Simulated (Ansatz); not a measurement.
## Compressing BaZrO3: a fit and a missing row

BaZrO3, Pm-3m, a = 4.205 Å. The structure is a COD entry; whether it is the stable form wasn't checked. Ansatz: r2SCAN, PAW, 500 eV, Γ-centred 6×6×6 mesh on 5 atoms, Gaussian smearing 0.02 eV; no spin polarisation. Symmetry fixes shape and atoms, so the cell is only scaled; pressure is positive in compression.

| V (Å³/atom) | P (GPa) |
| --- | --- |
| 13.088 | ? |
| 13.534 | 18.89 |
| 13.980 | 11.54 |
| 14.426 | 5.30 |
| 14.872 | -0.02 |
| 15.319 | -4.54 |
| 15.765 | -8.39 |
| 16.360 | -12.64 |

Problem. Take V0 = 14.872 Å³/atom, count pressures from its P0 = -0.02 GPa, fit the third-order Birch–Murnaghan form to the other rows, and predict the missing pressure.

Solution. With the Eulerian strain f = ½[(V0/V)^(2/3) − 1] and y = (P − P0)/[3f(1 + 2f)^(5/2)], the form is the line y = B0 + 1.5 B0 (B0′ − 4) f. Rows (f, y): 0.03243, 166.1; 0.02105, 165.1; 0.01025, 164.5; -0.00977, 162.0; -0.01906, 161.3; -0.03080, 160.1. Means f = 0.0006833, y = 163.18; Σ(Δf)² = 0.003004, ΣΔfΔy = 0.2909; the slope is their ratio. y = 163.1 + 96.81 f GPa, so B0 = 163.1 GPa and B0′ = 4 + 2 × (96.81)/(3 × 163.1) = 4.40. At V = 13.088, f = 0.04446, y = 167.40 and P = 27.61 GPa. The run gave 27.55 GPa, so the fit is 0.06 GPa too high, a small miss on the scale of the series.

Cost: 8 runs of about 2.2 core-minutes in all, on AMD EPYC (Zen 3) (shared hosts).